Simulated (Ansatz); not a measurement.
Relaxed MoS2 (2H-MoS2 type, space group P6_3/mmc):

```
MoS2
1.0
    3.17300     0.00000     0.00000
   -1.58650     2.74790     0.00000
    0.00000     0.00000    12.43657
Mo S
2 4
Cartesian
  0.00000   1.83193   3.10914
  1.58650   0.91597   9.32743
  0.00000   1.83193   7.77168
  1.58650   0.91597   1.55339
  1.58650   0.91597   4.66489
  0.00000   1.83193  10.88318
```

In each cell atom 4 (S, nearest neighbour Mo at 2.403 Å; its periodic images, 3.2 Å or more away, move with it) moves by s·(1.000, 0.000, 0.000) (along Cartesian x), the rest being held.

Computed with r2SCAN+rVV10 (plane waves to 500 eV, PAW, scalar-relativistic; Ansatz, a first-principles code). k mesh 10×10×3 (Γ-centred), Fermi-Dirac smearing 0.05 eV. E stands for the smeared free energy. As the smearing reaches across the gap at some points, energies and forces of such displacements shift with the k mesh and the smearing. MoS2 is run without spin polarisation. MoS2 was relaxed with its symmetry unable to fall. ΔE is measured from the undisplaced structure. The last digit holds for this mesh only.

```csv
s (Å),ΔE (meV/cell)
-0.720,2285.4
-0.576,withheld
-0.432,908.1
-0.288,411.4
-0.144,103.8
0.000,0.0
0.144,103.8
0.288,411.4
0.432,908.1
0.576,withheld
0.720,2285.4
```

Q: Fit an even polynomial form (powers 2, 4, 6) to the given rows and predict ΔE at s = 0.576.

A: Least squares on the 9 given rows: ΔE = (5019)·s² + (-616.0)·s⁴ + (-1082)·s⁶, in meV/cell with s in Å; root-mean-square residual 0.09 meV/cell. At 0.576 the fit gives 1557.9 meV/cell; the calculation gives 1560.9 meV/cell, so the interpolation is off by -3.0 (-0.2 %). The quadratic term alone would give 1665.2 meV/cell.

(A displaced cell: forces are minus the slopes of the energy, force constants its curvatures, and phonons follow from these.)
